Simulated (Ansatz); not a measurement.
Structures of HgMo: which is lowest?

Plane-wave DFT in Ansatz with scalar-relativistic PAW potentials, cutoff 420 eV, Γ-centred meshes chosen by cell and gap, Gaussian smearing with energies taken to zero width. Every cell was relaxed (cell and atoms) in a run of its own, within the symmetry of its start. Functional: PBE.

Relaxed structures (starts from databases or built by putting these elements on another compound's sites):
A. Pm-3m, 2 atoms in the computed cell, a = 3.294 Å; sites (symmetry × multiplicity) Hg m-3m × 1, Mo m-3m × 1; start: built
B. P4/mmm, 2 atoms in the computed cell, a = 2.819 Å, c = 4.515 Å; sites (symmetry × multiplicity) Hg 4/mmm × 1, Mo 4/mmm × 1; start: built

Task: Rank them by energy. Could pressure change the order?

Result:
```csv
structure,group,E − E(lowest) (meV/atom),V (Å³/atom),gap on mesh (eV)
B,P4/mmm,0.0,17.95,0.00
A,Pm-3m,198,17.87,0.00
```

B is lowest, 198 meV/atom under A. The two lowest differ in volume by under 3 %, too little for a first-order estimate of what pressure does to that pair (other pairs aren't weighed here); with rigid cells even 3 % in favour of the higher one would need about 59 GPa. Other structures may lie lower than all of these, and vibrations aren't counted.

Spin-orbit coupling is left out, which matters for the bands of heavy elements.